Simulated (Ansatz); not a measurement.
Cr (bcc (W type), Im-3m) at seven volumes, LDA (plane waves, PAW; program Ansatz), scaled uniformly. One row is withheld.

```tsv
V (Å³/atom)	P (GPa)
9.864	34.51
10.189	21.18
10.514	?
10.839	-0.01
11.164	-8.39
11.490	-15.55
11.815	-21.66
```

### Question
Fit the shown pressures and predict the withheld one.

### Answer
P = (3/2)B₀(x^(7/2) − x^(5/2))[1 + (3/4)(B′ − 4)(x − 1)] with x = (V₀/V)^(2/3). Least squares on the six rows gives V₀ = 10.838 Å³/atom, B₀ = 301 GPa, B′ = 4.18. At V = 10.514, x = 1.0204 and P = 9.73 GPa. The run itself gave 9.77 GPa.

The cell was relaxed with LDA under the symmetry of its start. The workflow began spin-polarised and lost its moments. Textbook magnetic order: a spin-density-wave antiferromagnet.

Potentials: the later of the program's two PAW sets.
